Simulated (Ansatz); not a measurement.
Cr$_{2}$O$_{3}$ (corundum) was relaxed and computed twice in Ansatz (plane waves, PAW), once with PBEsol and once with r²SCAN.

|  | run 1 | run 2 |
|---|---|---|
| cell | a = b = 4.8419 Å, c = 13.7312 Å, α = β = 90.00°, γ = 120.00° | a = b = 4.9441 Å, c = 13.6416 Å, α = β = 90.00°, γ = 120.00° |
| gap (eV) | 1.38 | 2.58 |
| ΔH_f (eV/atom) | -1.98 | -2.41 |
| B₀ by P(V) fit (GPa) | 215 | 233 |
| electron conductivity mass (mₑ) | 1.9 | 2.5 |
| spin order, net moment (μB/atom) | antiferromagnetic; net 0.00 | antiferromagnetic; net 0.00 |

Which run used which functional?

Run 1 is PBEsol, run 2 is r²SCAN.

Spin orders computed, not proven ground states: Cr2O3, corundum with PBEsol antiferromagnetic; Cr2O3, corundum with r²SCAN antiferromagnetic. All cells were relaxed under the symmetry of their starts (and spin orders); stability against distortions was not tested throughout. Cells of antiferromagnets are given as chemical subcells. No Hubbard U is applied.

Potentials: the later of the program's two PAW sets.

Ansatz (a program for electronic structure) is a plane-wave DFT program.

Formation energies count from the lowest solids of the elements computed at the same level, not from gases.
